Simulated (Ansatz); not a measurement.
Theory: DFT PBE, scalar-relativistic, plane waves, PAW (Ansatz 0.2.0). Settings: cutoff 420 eV, Γ-centred meshes spaced at most about 0.3 Å⁻¹, and about 0.25 Å⁻¹ or finer for metals (2π included), Gaussian smearing. No spin polarisation in the final relaxations.

These are static total energies at zero pressure.

Two forms of ScAl3F were relaxed alike.

1.

```
Sc Al F
1.0
     4.40078    0.00000    0.00000
     0.00000    4.40078    0.00000
     0.00000    0.00000    4.40078
Sc Al F
1 3 1
Direct
  0.00000 0.00000 0.00000
  0.50000 0.00000 0.50000
  0.50000 0.50000 0.00000
  0.00000 0.50000 0.50000
  0.50000 0.50000 0.50000
```

2.

```
Sc Al F
1.0
     4.52610    0.00000    0.00000
     0.00000    4.52610    0.00000
     0.00000    0.00000    6.01575
Sc Al F
1 3 1
Direct
  0.50000 0.50000 0.41408
  0.50000 0.50000 0.93767
  0.50000 0.00000 0.71845
  0.00000 0.50000 0.71845
  0.00000 0.00000 0.73935
```

Question: Which would you expect to be lower, and how large is the difference?

Answer: Cell 1 is lower, by 297 meV/atom. Cell 1 has the antiperovskite type, space group Pm-3m (No. 221), 17.0 Å³/atom and no gap on its mesh; cell 2 has space group P4mm (No. 99), 24.6 Å³/atom and no gap. Counting Al or Sc atoms around F (for each partner element, those within 1.25 times its shortest distance or 1.15 times the sum of covalent radii, where it is the nearest in units of that sum or under 1.3; the shortest distance is added where it is long for a bond), cell 1 has F 6 from 2.2 Å and cell 2 has F 4 from 2.3 Å. The denser one is the lower, and pressure would at first widen the difference. Both come from invented guesses.

Cells relaxed within their symmetry can be saddle points.
